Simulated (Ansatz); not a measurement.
Input file for Ansatz (an electronic-structure program):

Ansatz 0.2 input:
```yaml
crystal:
  lattice:
    - [2.5975874086, 1.4997177896, 4.7265336749]
    - [-2.5975874086, 1.4997177896, 4.7265336749]
    - [0.0, -2.9994355792, 4.7265336749]
  atoms:
    - { symbol: Li, position: [0.3567573093, 0.3567573093, 0.3567573093] }
    - { symbol: Li, position: [0.6432426907, 0.6432426907, 0.6432426907] }
    - { symbol: Nb, position: [0.1444136478, 0.1444136478, 0.1444136478] }
    - { symbol: Nb, position: [0.8555863522, 0.8555863522, 0.8555863522] }
    - { symbol: O, position: [0.2156834227, 0.5611179563, 0.9569071355] }
    - { symbol: O, position: [0.7843165773, 0.4388820437, 0.0430928645] }
    - { symbol: O, position: [0.5611179563, 0.9569071355, 0.2156834227] }
    - { symbol: O, position: [0.4388820437, 0.0430928645, 0.7843165773] }
    - { symbol: O, position: [0.9569071355, 0.2156834227, 0.5611179563] }
    - { symbol: O, position: [0.0430928645, 0.7843165773, 0.4388820437] }
kpoints:
  mp_grid: { grid: [6, 6, 6] }
basis: { xc_grid: 2 }
hamiltonian:
  xc: pbesol
  pseudopotentials: { azcp: { folder: ./paw }, kind: paw }
scf:
  occupations: { method: fixed }
output:
  optics: { e_range: [0.0, 15.0], de: 0.05, sigma: 0.1, bands: { spectra_wanted_up_to: 12 eV } }
```

Output (shortened):

```
output.optics: the spectra are integrated over the Brillouin zone by k·p interpolation around the k-points, where levels, occupations, output.optics.sigma and …
Pseudopotential: Li, paw, valence charge 3
Pseudopotential: Nb, paw, valence charge 13
Pseudopotential: O, paw, valence charge 6
Functional definition: PBEsol
Crystal: 10 atoms, lattice volume = 110.477 Å³
Basis set: ecut = 420 eV, 2169 PW (Γ), exchange–correlation on 80×80×80 points (8 copies of the dense FFT grid, shifted against one another)
Bands: 44, of which v1, the nominal top of the filled ones, is band 34 counted from 1 (33 counted from 0)
Symmetry: 6 space group operations
Space group: R-3 (ITA 148), of the structure as read, at distance tolerance 4.8e-5 Å
k-points: 40 of 216
SCF iter   1: F=—  HF=-12773.646218 eV  |F-HF|=—  |Δ(HF+E_count)|=         —  Δρ=7.58e-2  dr2=6.09e0  ethr=3.10e-3  ⟨swp⟩=4.2  Hψ=6176  notcnv=0  defer=183
preconditioner: auto → Resta (q_TF=auto, 2.516 Å⁻¹)
SCF iter   2: F=—  HF=-12772.814296 eV  |F-HF|=—  |Δ(HF+E_count)|=   8.32e-1  Δρ=4.16e-2  dr2=8.94e-1  ethr=3.10e-3  ⟨swp⟩=2.0  Hψ=3275  notcnv=0  defer=160
SCF iter   3: F=—  HF=-12772.733835 eV  |F-HF|=—  |Δ(HF+E_count)|=   8.05e-2  Δρ=1.96e-2  dr2=2.98e-1  ethr=1.31e-3  ⟨swp⟩=2.0  Hψ=2423  notcnv=0  defer=280
SCF iter   4: F=—  HF=-12772.723565 eV  |F-HF|=—  |Δ(HF+E_count)|=   1.03e-2  Δρ=2.67e-3  dr2=8.07e-3  ethr=4.39e-4  ⟨swp⟩=2.9  Hψ=2983  notcnv=0  defer=316
SCF iter   5: F=—  HF=-12772.727334 eV  |F-HF|=—  |Δ(HF+E_count)|=   3.77e-3  Δρ=5.92e-4  dr2=5.71e-4  ethr=1.19e-5  ⟨swp⟩=2.1  Hψ=2450  notcnv=0  defer=318
SCF iter   6: F=—  HF=-12772.727614 eV  |F-HF|=—  |Δ(HF+E_count)|=   2.80e-4  Δρ=1.87e-4  dr2=4.78e-5  ethr=8.39e-7  ⟨swp⟩=2.0  Hψ=2361  notcnv=0  defer=309
SCF iter   7: F=—  HF=-12772.727666 eV  |F-HF|=—  |Δ(HF+E_count)|=   5.26e-5  Δρ=5.33e-5  dr2=4.54e-6  ethr=7.03e-8  ⟨swp⟩=2.0  Hψ=2329  notcnv=0  defer=160
SCF iter   8: F=—  HF=-12772.727669 eV  |F-HF|=—  |Δ(HF+E_count)|=   2.99e-6  Δρ=1.14e-5  dr2=2.29e-7  ethr=6.67e-9  ⟨swp⟩=2.0  Hψ=2490  notcnv=0  defer=160
SCF iter  12: F=-12772.727670 eV  HF=-12772.727670 eV  |F-HF|=3.64e-12  |Δ(HF+E_count)|=  7.28e-12  Δρ=7.33e-8  dr2=5.85e-12  ethr=1.00e-12  ⟨swp⟩=9.9  Hψ=5906  notcnv=0
SCF 1 converged in 12 iterations: F = -12772.727670 eV  dr2 = 5.85e-12
NSCF: frozen V_eff on 40 k-points
Optics k sum: 0 of 40 k-points
Optics k sum: 2 of 40 k-points
Optics k sum: 4 of 40 k-points
Optics k sum: 6 of 40 k-points
Optics k sum: 8 of 40 k-points
Optics k sum: 10 of 40 k-points
Optics k sum: 12 of 40 k-points
Optics k sum: 14 of 40 k-points
Optics k sum: 16 of 40 k-points
Optics k sum: 18 of 40 k-points
Optics k sum: 20 of 40 k-points
Optics k sum: 22 of 40 k-points
Optics k sum: 24 of 40 k-points
Optics k sum: 26 of 40 k-points
Optics k sum: 28 of 40 k-points
Optics k sum: 30 of 40 k-points
Optics k sum: 32 of 40 k-points
Optics k sum: 34 of 40 k-points
Optics k sum: 36 of 40 k-points
Optics k sum: 38 of 40 k-points
Optics k sum: 40 of 40 k-points
Optics k sum: 0 of 40 k-points
Optics k sum: 2 of 40 k-points
Optics k sum: 4 of 40 k-points
Optics k sum: 6 of 40 k-points
Optics k sum: 8 of 40 k-points
Optics k sum: 10 of 40 k-points
Optics k sum: 12 of 40 k-points
Optics k sum: 14 of 40 k-points
Optics k sum: 16 of 40 k-points
Optics k sum: 18 of 40 k-points
Optics k sum: 20 of 40 k-points
Optics k sum: 22 of 40 k-points
Optics k sum: 24 of 40 k-points
Optics k sum: 26 of 40 k-points
Optics k sum: 28 of 40 k-points
Optics k sum: 30 of 40 k-points
Optics k sum: 32 of 40 k-points
Optics k sum: 34 of 40 k-points
Optics k sum: 36 of 40 k-points
Optics k sum: 38 of 40 k-points
Optics k sum: 40 of 40 k-points
NSCF: frozen V_eff on 1 k-points
NSCF: frozen V_eff on 1 k-points
NSCF: frozen V_eff on 1 k-points
output.optics: what the bands over the 65 summed would add to eps1, eps2 and the energy-loss function is held between a lower and an upper bound (9 Lanczos …
SCF converged after 12 iterations
Free energy (F): -12772.727670 eV
Harris-Foulkes:  -12772.727670 eV  (|F-HF|=3.64e-12)
Internal energy: -12772.727670 eV  (E = F + TS)
E sigma→0 (E₀):  -12772.727670 eV
Fermi energy:    6.449971 eV
--- Per-component energies (eV) ---
  E_band       = -564.011451
  E_kinetic    = 1790.070553
  E_local      = -4596.184982  (includes V_loc(G=0)·N_el)
  E_nonlocal   = 458.658731
  E_hartree    = 1639.217836
  E_xc         = -773.281183
  E_vxc        = -969.975606  (∫ρ·V_xc dr)
  E_paw        = -7035.392434  (= ΣΔE_a)
  E_vpaw       = -525.021102  (= ΣTr[D̂ρ^β])
  E_aug_tail   = 0.005260  (compensation charges beyond the density's cutoff)
  E_ewald      = -4256.410596
  E_core_change = 0.589147  (= ΣΔE_core)
  E_smearing   =  0.000000  (= −TS)
  E_closure    = 0.000000  (closes the sum)
  Σ components = -12772.727670   (vs F -12772.727670, Δ=0.00e0)
  [band-id]    e_kinetic+e_local+e_nonlocal+2·e_hartree+e_vxc+e_vpaw+e_augmentation_tail = -564.011474   (vs E_band -564.011451, Δ=-2.31e-5)
--- Band table (eV; the first three rows and the last of 40) ---
  k-point 0: bands = ["-47.3613", "-47.2706", "-35.3667", "-35.3556", "-23.9301", "-23.9301", "-23.6018", "-23.4319", "-23.4319", "-23.4202", "-10.3573", "-9.3643", "-9.3643", "-8.8098", "-8.8098", "-8.7977", "2.2105", "3.0569", "3.0569", "3.0609", "3.0609", …
  k-point 1: bands = ["-47.3560", "-47.2759", "-35.3660", "-35.3562", "-23.9426", "-23.9134", "-23.5846", "-23.4925", "-23.4233", "-23.3913", "-10.2607", "-9.4269", "-9.3769", "-8.9141", "-8.8392", "-8.6762", "2.3112", "2.6130", "2.7324", "2.9479", "3.2975", …
  k-point 2: bands = ["-47.3423", "-47.2898", "-35.3643", "-35.3579", "-23.9654", "-23.8714", "-23.5739", "-23.5436", "-23.4154", "-23.3813", "-10.0170", "-9.5584", "-9.3977", "-9.0375", "-8.8924", "-8.5738", "2.2417", "2.4347", "2.5862", "2.8510", "3.0034", …
  k-point 39: bands = ["-47.3609", "-47.2709", "-35.3666", "-35.3557", "-23.9321", "-23.9321", "-23.6141", "-23.4304", "-23.4304", "-23.4105", "-10.1252", "-9.3485", "-9.3485", "-9.0736", "-8.8149", "-8.8149", "2.7385", "2.7385", "3.1159", "3.1185", "3.2504", …
```

Cost: around 3 core-minutes (rough) on shared cores.

The workflow started from a Materials Project entry (that database holds measured and hypothetical structures alike); the Crystallography Open Database files this formula in space group No. 148, but the cells were not matched. It is not the phase usual at ambient conditions (space group No. 161). The PBEsol relaxation kept the symmetry of its start; its stability against distortions is not shown here. No spin polarisation was allowed. Scalar-relativistic: spin–orbit coupling is off unless named, which matters more the heavier the elements.

Potentials: the earlier of the program's two PAW sets.

Ansatz is a plane-wave DFT program.
